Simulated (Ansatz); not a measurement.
Values for one crystal, relaxed and computed with the program Ansatz at the r²SCAN level (PAW); other levels are named.

```yaml
volume_per_atom: 13.03 Å³
band_gap: 0.29 eV (indirect)
Z2 indices of the occupied bands with spin–orbit coupling: 0;(000)
electron_effective_mass: 0.37, 7.8, 13 mₑ (principal values)
smallest_direct_gap_on_the_standard_path: 0.41 eV
conduction_band_minimum: off the standard path, at k = (0.000, 0.208, 0.315)
hole_effective_mass: 0.67, 2.0, 2.3 mₑ (principal values)
```

Task: Pick the material that matches.
A) SiO2, Pbcn (Si on 4c, O on 8d)
B) SiRu, P2_13 (Si on 4a, Ru on 4a)
C) SiO2, Pn-3m (Si on 2a, O on 4b)
D) Si3N4, Fd-3m (Si on 16c, Si on 8b, N on 32e)

Result: B, SiRu, P2_13 (Si on 4a, Ru on 4a)

Symmetry was held in the r²SCAN relaxation. No spin polarisation was allowed. Spin–orbit coupling is left out wherever it is not named.

Potentials: the earlier of the program's two PAW sets.
